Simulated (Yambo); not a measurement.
A G0W0@LDA run in Yambo for BN (space group P6_3/mmc, No. 194) (6×6×2 Γ-centred k mesh, 94 bands and a 10 Ry block in the screening, 94 bands in G with the Bruneval-Gonze terminator, plasmon pole fitted at 27.2 eV) gives these matrix elements, in eV, at the band edges (H → Γ):

```tsv
state	E0	<Vxc>	<Σx>	<Σc(E0)>	Z
valence edge	0.000	-16.448	-19.790	2.191	0.805
conduction edge	4.257	-7.570	-3.344	-3.468	0.862
```

**Question.** Solve the linearised quasiparticle equation for both states, give the gap, and say how exchange and correlation each act on it.

**Answer.** E = E0 + Z(Σx + Σc − Vxc). Valence: 0.000 + 0.805 × (-19.790 + (2.191) − (-16.448)) = -0.93 eV. Conduction: 4.257 + 0.862 × (-3.344 + (-3.468) − (-7.570)) = 4.91 eV. The gap is 5.84 eV, against 4.26 eV in LDA. Replacing Vxc by bare exchange alone would open it by 7.57 eV; correlation takes back 5.66 eV of that, and Z scales what is left. Nearest settings tried, and what they do to the gap: 72 bands in W, 72 bands in G: -32 meV; 8 Ry block (121 vectors against 177): -81 meV; 9×9×2 mesh: -52 meV. So the settings aren't converged at that level. 

Geometry of the Materials Project entry, not relaxed at this level; primitive cell a = b = 2.5124 Å, c = 7.7073 Å, α = β = 90.00°, γ = 120.00°.

The distance between layers or molecules is the database entry's, not relaxed here. Functionals without dispersion can leave it too large, which widens gaps and weakens the response across layers: the numbers belong to this cell.
